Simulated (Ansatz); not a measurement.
Polymorphs of NbRu, each relaxed with PBEsol in the plane-wave PAW code Ansatz:

A: rock salt (Fm-3m)
a = 5.134 Å, b = 5.134 Å, c = 5.134 Å, α = 90.00°, β = 90.00°, γ = 90.00°

```csv
atom,site,symmetry,x,y,z
Ru,4a,m-3m,0.0000,0.0000,0.0000
Nb,4b,m-3m,0.5000,0.5000,0.5000
```

B: P2/m
a = 4.563 Å, b = 3.034 Å, c = 6.871 Å, α = γ = 90.00°, β = 102.81°

| atom | site | symmetry | x | y | z |
|---|---|---|---|---|---|
| Nb | 2m | m | 0.3088 | 0.0000 | 0.6767 |
| Nb | 1a | 2/m | 0.0000 | 0.0000 | 0.0000 |
| Ru | 1e | 2/m | 0.5000 | 0.5000 | 0.0000 |
| Ru | 2n | m | 0.2065 | 0.5000 | 0.3479 |

**Question.** Order them by energy per atom at 0 K (lowest first) at the level PBEsol.

**Answer.** B (+0 meV/atom), A (+618 meV/atom)

Typed or built starts, not in the databases checked: A; B. Unstable at this level: A. All cells were relaxed under the symmetry of their starts (and spin orders); stability against distortions was not tested throughout. Rows with no word on spin ran without spin polarisation. Scalar-relativistic: spin–orbit coupling is off unless named, which matters more the heavier the elements.

Energies hold the estimated change up to a 700 eV cutoff; steps of a few meV lie near the error of the meshes.

Potentials: the later of the program's two PAW sets.
